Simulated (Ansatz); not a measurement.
La$_{2}$WN$_{4}$ in space group I4/mmm (No. 139; La on 4e, W on 2a, N on 4e, N on 4c) at seven volumes, r²SCAN in the plane-wave PAW code Ansatz, shape and atoms relaxed at each. One row is withheld.

```tsv
V (Å³/atom)	P (GPa)
13.115	23.58
13.547	14.42
13.979	6.63
14.412	0.00
14.844	?
15.276	-10.33
15.709	-14.25
```

Question: Fit the shown pressures and predict the withheld one.

Answer: P = (3/2)B₀(x^(7/2) − x^(5/2))[1 + (3/4)(B′ − 4)(x − 1)] with x = (V₀/V)^(2/3). Least squares on the six rows gives V₀ = 14.413 Å³/atom, B₀ = 202 GPa, B′ = 4.54. At V = 14.844, x = 0.9805 and P = -5.57 GPa. The run itself gave -5.61 GPa.

The start of the workflow was typed in or built on a structure type; neither database checked (COD, Materials Project) lists it. Whether it is the stable phase at ambient conditions was not checked. Symmetry was held in the r²SCAN relaxation; its stability against distortions is not shown here. The workflow began spin-polarised and lost its moments. Scalar-relativistic: spin–orbit coupling is off unless named, which matters more the heavier the elements.

Potentials: the later of the program's two PAW sets.
